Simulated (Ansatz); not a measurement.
# Profile along the Co–Si line in CoSi2 (fluorite type, space group Fm-3m)

CoSi$_{2}$ (fluorite type, space group Fm-3m)

```cif
data_CoSi2
_chemical_formula_sum 'Co1 Si2'
_space_group_name_H-M_alt 'P 1'
_space_group_IT_number 1
_cell_length_a 3.79033
_cell_length_b 3.79033
_cell_length_c 3.79033
_cell_angle_alpha 60.000
_cell_angle_beta 60.000
_cell_angle_gamma 60.000
loop_
_space_group_symop_operation_xyz
  'x, y, z'
loop_
_atom_site_label
_atom_site_type_symbol
_atom_site_fract_x
_atom_site_fract_y
_atom_site_fract_z
_atom_site_occupancy
Co1 Co 0.00000 0.00000 0.00000 1
Si1 Si 0.25000 0.25000 0.25000 1
Si2 Si 0.75000 0.75000 0.75000 1
```

Fields along a shortest Co–Si line of a {110} plane (2.32 Å), from Co to Si, interpolated on the slice's grid (step about 0.2 Å). Calculation: PBE (plane waves to 420 eV, PAW, scalar-relativistic; Ansatz, an electronic-structure program). k mesh 15×15×15. Inside the PAW spheres the values are not all-electron values, and peaks at nuclei hang on which shells count as valence. CoSi2 is run without spin polarisation. CoSi2 was relaxed with its symmetry unable to fall. The PAW data are Ansatz's earlier set.

| distance from Co (Å) | valence electron density (e/Å³) | electron localisation function |
|---|---|---|
| 0.00 | 47.70 | x |
| 0.23 | 33.10 | x |
| 0.46 | 9.23 | x |
| 0.70 | 1.94 | 0.25 |
| 0.93 | 0.67 | 0.23 |
| 1.16 | 0.49 | 0.51 |
| 1.39 | 0.49 | 0.74 |
| 1.62 | 0.44 | 0.66 |
| 1.86 | 0.29 | x |
| 2.09 | 0.16 | x |
| 2.32 | 0.13 | x |

x: too close to a nucleus for the ELF to mean much.

Density on the Co–Si line (2.32 Å) at its midpoint: 0.49 e/Å³. ELF at that point: 0.5. ELF maximum in the middle third of the Co–Si line: 0.74, 1.4 Å from Co.
